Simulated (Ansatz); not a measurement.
Space group Fm-3m (No. 225). a = 4.641 Å, b = 4.641 Å, c = 4.641 Å, α = 90.00°, β = 90.00°, γ = 90.00°
```
atom site symmetry x y z
  Hf    4b m-3m  0.5000  0.0000  0.0000
   C    4a m-3m  0.0000  0.0000  0.0000
```

Equation of state of this HfC structure (not necessarily the ground state), with shape and atoms relaxed at each volume where symmetry leaves them free. It has no gap at any of these volumes. All numbers below come from Ansatz 0.2.0, DFT r2SCAN, scalar-relativistic, plane waves, PAW.

Plane waves to 500 eV, a k mesh through Γ of 16×16×16 on the computed 2-atom cell and Gaussian smearing (0.10 eV); no spin polarisation.

```json
{"V (Å³/atom)": "11.744", "E − E(largest V) (meV/atom)": "6.71", "P (GPa)": "17.06"}
{"V (Å³/atom)": "12.119", "E − E(largest V) (meV/atom)": "-22.23", "P (GPa)": "7.90"}
{"V (Å³/atom)": "12.494", "E − E(largest V) (meV/atom)": "-31.25", "P (GPa)": "-0.01"}
{"V (Å³/atom)": "12.868", "E − E(largest V) (meV/atom)": "-23.06", "P (GPa)": "-6.84"}
{"V (Å³/atom)": "13.243", "E − E(largest V) (meV/atom)": "0.00", "P (GPa)": "-12.74"}
```

Fit a third-order Birch–Murnaghan equation to E(V).

V0 = 12.49 Å³/atom, B0 = 245 GPa, B0' = 3.9.

Spin-orbit coupling is left out, which matters for the bands of heavy elements.

Cost: 5 runs of about 0.9 core-minutes in all, on Arm Neoverse V2 (shared hosts).